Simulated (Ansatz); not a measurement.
KCl (rock salt)

```
CELL_PARAMETERS angstrom
      0.00000     3.19058     3.19058
      3.19058     0.00000     3.19058
      3.19058     3.19058     0.00000
ATOMIC_POSITIONS crystal
  Cl 0.00000 0.00000 0.00000
  K  0.50000 0.50000 0.50000
```

Two coordinates are scanned: the volume, and the ratio of the stretch along z (the conventional c axis) to the stretch across it. Atoms keep their fractional coordinates.

All values below come from PBE (plane waves to 420 eV, PAW, scalar-relativistic; Ansatz, an electronic-structure program). k mesh 9×9×9 (Γ-centred), Fermi-Dirac smearing 0.05 eV. Stress and pressure are positive under compression. KCl was relaxed with its symmetry unable to fall.

At one point of the scan the stress tensor (GPa) is:

```
  -0.31     0.00     0.00
   0.00    -0.31     0.00
   0.00     0.00     3.20
```

Task: Which point is it?
A) V/V₀ = 0.973, (c/a)/(c/a)₀ = 0.920
B) V/V₀ = 1.080, (c/a)/(c/a)₀ = 0.920
C) V/V₀ = 0.947, (c/a)/(c/a)₀ = 0.920
D) V/V₀ = 0.973, (c/a)/(c/a)₀ = 1.000

Result: A, V/V₀ = 0.973, (c/a)/(c/a)₀ = 0.920

(Under strain, the slope of the energy per volume gives the stress and its curvature an elastic modulus.)
